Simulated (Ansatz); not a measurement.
La (bcc (W type), Im-3m) under volume change, plane-wave PAW r²SCAN (Ansatz code), scaled uniformly.

| V (Å³/atom) | E − E(relaxed) (meV/atom) | P (GPa) |
|---|---|---|
| 34.805 | [?] | [?] |
| 35.953 | 11.5 | 1.67 |
| 37.100 | [?] | [?] |
| 38.248 | 0.0 | 0.00 |
| 39.395 | 2.6 | -0.71 |
| 40.542 | 9.9 | -1.34 |
| 41.690 | 21.6 | -1.92 |

Problem. Complete the blanks.

Solution. 
- 34.805, E − E(relaxed) (meV/atom): 26.9
- 34.805, P (GPa): 2.66
- 37.100, E − E(relaxed) (meV/atom): 2.8
- 37.100, P (GPa): 0.79

Problem. What does a third-order Birch–Murnaghan fit give for V₀, B₀ and B′?

Solution. V₀ = 38.25 Å³/atom, B₀ = 25.0 GPa, B′ = 2.7.

A made-up cell: these elements were put on the sites of a structure type; the Crystallography Open Database copy checked does not list it. It is not the phase usual at ambient conditions (space group No. 194). The r²SCAN relaxation kept the symmetry of its start. At this level the phase is mechanically unstable. Scalar-relativistic: spin–orbit coupling is off unless named, which matters more the heavier the elements.

Potentials: the later of the program's two PAW sets.
